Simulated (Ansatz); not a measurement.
## Telling polymorphs of SrCaLaBiO6 apart by ⁴³Ca

Computed with Ansatz: DFT, r2SCAN, plane waves and PAW, scalar-relativistic, 500 eV cutoff. Q(⁴³Ca) = -40.80 mb, I = 7/2. The cells come from the Materials Project (computed, not necessarily observed phases), with the atoms as given or relaxed (PBE, cell held). Calculated pressures reach 5 GPa in size and forces 0.5 eV/Å in them. Spin–orbit coupling is left out, which moves gradients at and beside heavy atoms (Bi, La) by some per cent and at some sites by far more.

Task: A calculated ⁴³Ca parameter set reads: |C_Q| = 0.980 MHz, η = 0.82. Which structure does it belong to?
A. Pc, 20 atoms in the cell run; Ca site: 6 O at 2.31–2.38 Å
B. P-4n2, 20 atoms in the cell run; Ca site: 6 O at 2.21–2.32 Å

Result: A. SrCaLaBiO6 in Pc gives |C_Q| = 0.980 MHz, η = 0.82; there Ca has 6 O at 2.31–2.38 Å. SrCaLaBiO6 in P-4n2 gives |C_Q| = 1.39 MHz, η = 0.00; there Ca has 6 O at 2.21–2.32 Å.
